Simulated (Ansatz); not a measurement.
HgSe:
```xyz
6
Lattice="4.1751 0.0000 0.0000 -2.0876 3.6158 0.0000 0.0000 0.0000 9.5783" Properties=species:S:1:pos:R:3 pbc="T T T"
Hg    -1.3865     2.4015     3.1928
Hg     0.7010     1.2142     0.0000
Hg     2.7730     0.0000     6.3855
Se    -1.1223     1.9438     7.9819
Se     0.9653     1.6719     4.7892
Se     2.2446     0.0000     1.5964
```

Relaxed with LDA. Special points in fractions of this cell's reciprocal vectors: Γ (0.000, 0.000, 0.000); M (0.500, 0.000, 0.000); K (0.333, 0.333, 0.000); A (0.000, 0.000, 0.500); L (0.500, 0.000, 0.500); H (0.333, 0.333, 0.500).

**Question.** List the band energies nearest the valence-band maximum at these points for DFT-LDA with spin–orbit coupling in the program Ansatz with PAW potentials.

**Answer.** In eV from the valence-band maximum; about four levels below and three above (degenerate sets whole), none deeper than 8.9 eV; points with the same levels are listed once.

| k | below | above |
|---|---|---|
| Γ | -0.15 -0.15 -0.04 -0.04 | 0.49 0.49 2.46 2.46 |
| M | -1.03 -1.03 -0.86 -0.86 | 0.78 0.78 1.93 1.93 |
| K | -1.10 -1.10 -0.96 -0.96 | 1.33 1.33 1.90 |
| A | -0.05 -0.05 -0.02 -0.02 | 1.45 1.45 1.45 1.45 |
| L | -1.03 -1.03 -0.87 -0.87 | 1.10 1.10 1.72 1.72 |
| H | -2.23 -2.23 -0.80 -0.80 | 2.12 2.12 2.66 2.66 |

Space group P3_221. The first step of the workflow began from a Materials Project structure, measured or hypothetical; the Crystallography Open Database copy checked does not list it. COD files the formula under space group No. 216. Its standing as an ambient phase is unchecked. The LDA relaxation kept the symmetry of its start; whether a distortion lowers the energy is not shown. A crystal of weakly bound chains computed without a dispersion correction: the cell and the soft elastic constants depend strongly on that.

Potentials: the later of the program's two PAW sets.
